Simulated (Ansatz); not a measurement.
HfC in space group Pm-3m (No. 221; Hf on 3c, C on 3d) at seven volumes, DFT-r²SCAN in the program Ansatz with PAW potentials, scaled uniformly. One row is withheld.

```csv
V (Å³/atom),P (GPa)
14.288,18.25
14.759,11.26
15.230,?
15.701,0.00
16.172,-4.56
16.643,-8.53
17.114,-11.98
```

Question: Fit the shown pressures and predict the withheld one.

Answer: Third-order Birch–Murnaghan: P = (3/2)B₀(x^(7/2) − x^(5/2))[1 + (3/4)(B′ − 4)(x − 1)] with x = (V₀/V)^(2/3). Least squares on the six rows gives V₀ = 15.700 Å³/atom, B₀ = 162.8 GPa, B′ = 3.68. At V = 15.230, x = 1.0205 and P = 5.23 GPa. The run itself gave 5.22 GPa.

The start of the workflow was typed in or built on a structure type; neither database checked (COD, Materials Project) lists it. It is not the phase usual at ambient conditions (space group No. 225). The cell was relaxed with r²SCAN under the symmetry of its start; its stability against distortions is not shown here. The run is not spin-polarised. Its formation energy is positive at this level, so the cell may be metastable or incomplete. Spin–orbit coupling is left out wherever it is not named.

Potentials: the earlier of the program's two PAW sets.
